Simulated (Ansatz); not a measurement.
All numbers below come from DFT PBE, scalar-relativistic, plane waves, PAW (Ansatz). Settings: cutoff 420 eV, Γ-centred meshes spaced at most about 0.3 Å⁻¹, and about 0.25 Å⁻¹ or finer for metals (2π included), Gaussian smearing. Collinear spin in cells that started with moments and kept them past the coarse steps, no spin elsewhere.

Temperature and zero-point effects are left out.

Compare these two cells of LaSc2F, each relaxed at this level.

1. (site moments under 0.1 μB)

```xyz
4
Lattice="4.0853 0.0000 0.0000 0.0000 4.0853 0.0000 0.0000 0.0000 5.7096" Properties=species:S:1:pos:R:3 pbc="T T T"
La    2.0426    2.0426    2.8548
Sc    0.0000    0.0000    2.8548
Sc    2.0426    2.0426    0.0000
F     0.0000    0.0000    0.0000
```

2. (no spin)

```xyz
4
Lattice="-3.1002 3.1002 2.6213 3.1002 -3.1002 2.6213 3.1002 3.1002 -2.6213" Properties=species:S:1:pos:R:3 pbc="T T T"
La    0.0000    0.0000    2.6213
Sc    0.0000    3.1002    0.0000
Sc    3.1002    0.0000    0.0000
F     0.0000    0.0000    0.0000
```

Question: Which arrangement of the elements on these sites is preferred, and by what margin?

Answer: Cell 2 is lower, by 227 meV/atom. The two share one framework of sites and differ in which element sits where. Cell 1 has space group P4/mmm (No. 123), 23.8 Å³/atom and no gap on its mesh; cell 2 has space group I4/mmm (No. 139), 25.2 Å³/atom and no gap. Counting La or Sc atoms around F (for each partner element, those within 1.25 times its shortest distance or 1.15 times the sum of covalent radii, where it is the nearest in units of that sum or under 1.3; the shortest distance is added where it is long for a bond), cell 1 has F 6 from 2.9 Å and cell 2 has F 2. The lower one is the more open, so pressure narrows the difference. In cell 1, La has 6 Sc at 2.85–2.89 Å, 8 F at 4.06 Å and 4 La at 4.09 Å; Sc on its first site has 2 F at 2.85 Å and 4 La at 2.89 Å; around F lie 6 Sc at 2.85–2.89 Å; 1 more site not described. In cell 2, La has 2 F at 2.62 Å, 4 Sc at 3.10 Å and 8 Sc at 4.06 Å; around Sc lie 2 Sc at 2.62 Å, 2 F at 3.10 Å, 2 La at 3.10 Å, 4 F at 4.06 Å and 4 La at 4.06 Å; F has 2 La at 2.62 Å and 4 Sc at 3.10 Å. Both come from invented guesses. A third cell relaxed alike, in I4/mmm, lies 0.86 eV/atom below the lower of the two.

Cells relaxed within their symmetry can be saddle points.
